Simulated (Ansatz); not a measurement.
A calculation with the code Ansatz. Plane-wave DFT: an element X is put into a periodic supercell of the crystal below and the atoms relax. X is one of the candidates, and is told by the neutral defect's formation energy over the elements (uncorrected), its moments where the run had spin, and its relaxed neighbours, eight at most.

```
cell
1.0
    -2.1777    2.2902    7.2131
     2.1777   -2.2902    7.2131
     2.1777    2.2902   -7.2131
Al Ge La
1 3 2
Direct
  0.2921 0.7921 0.5000
  0.0386 0.0386 0.0000
  0.2086 0.2086 0.0000
  0.4613 0.9613 0.5000
  0.6217 0.6217 0.0000
  0.8778 0.3778 0.5000
```

| quantity | value |
| --- | --- |
| host atoms in supercell | 30 |
| functional | r2SCAN |
| wave cutoff | 500 eV |
| k mesh | 3, 3, 3 |
| k shift | 0, 0, 0 mesh steps |
| gaussian smearing | 0.05 eV |
| start displacement | 0.05 angstrom |
| electrons started on | no chosen atoms |
| candidate elements | Ca, Sr, Y, Ba, Eu, Lu |
| found formation energy | 0.35 eV |
| found moment change of cell | 6.93 muB |
| found absolute moment of cell | 7.45 muB |
| found largest move from host sites | 0.019 angstrom |
| found added atom moment | 6.81 muB |

| supercell vector | supercell times a (host cell vectors) | supercell times b (host cell vectors) | supercell times c (host cell vectors) |
| --- | --- | --- | --- |
| A | 1 | -2 | -1 |
| B | 1 | 2 | 2 |
| C | 0 | 1 | 2 |

| change element | change kind | change place a (host cell vectors) | change place b (host cell vectors) | change place c (host cell vectors) |
| --- | --- | --- | --- | --- |
| X | on La | 1.6217 | -0.3783 | 1 |

| found neighbour element | found neighbour distance (angstrom) |
| --- | --- |
| Ge | 3.191 |
| Ge | 3.191 |
| Al | 3.339 |
| Al | 3.351 |
| Ge | 3.366 |
| Ge | 3.369 |
| Ge | 3.373 |
| Ge | 3.377 |

Problem. Which element is X?

Solution. Eu.

Caveats: one random start near the defect, so other minima are possible; the supercell is small.
